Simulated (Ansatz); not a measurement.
Cr:
```
Cr
1.0
    0.00000     2.50366     2.50366
    2.50366     0.00000     2.50366
    2.50366     2.50366     0.00000
Cr
2
Cartesian
  0.00000   0.00000   0.00000
  1.25183   1.25183   1.25183
```

Relaxed with PBEsol. Special points in fractions of this cell's reciprocal vectors: Γ (0.000, 0.000, 0.000); X (0.500, 0.000, 0.500); U (0.625, 0.250, 0.625); K (0.375, 0.375, 0.750); L (0.500, 0.500, 0.500); W (0.500, 0.250, 0.750).

List the band energies nearest the Fermi level at these points for PBEsol (plane waves, PAW; program Ansatz).

In eV from the Fermi level; about four levels below and three above (degenerate sets whole), none deeper than 8.9 eV; points with the same levels are listed once.

| k | below | above |
|---|---|---|
| Γ | -1.71 -1.71 -1.12 -1.12 -1.12 | 1.12 1.12 1.12 |
| X | -1.07 -1.07 -0.01 -0.01 | 0.74 0.74 3.19 3.19 |
| U | -2.50 -1.42 -0.65 -0.21 | 0.31 0.35 0.66 |
| L | -1.61 -1.61 -1.17 -1.17 | 0.01 1.91 1.91 |
| W | -0.67 -0.67 -0.04 -0.04 | 0.30 0.30 3.51 3.51 |

Space group Fd-3m (diamond). The start of the workflow was typed in or built on a structure type; neither database checked (COD, Materials Project) lists it. It is not the phase usual at ambient conditions (space group No. 229). Symmetry was held in the PBEsol relaxation; its stability against distortions is not shown here. The workflow began spin-polarised and lost its moments. The volume moved by -17 % from the start of the relaxation.

Potentials: the later of the program's two PAW sets.
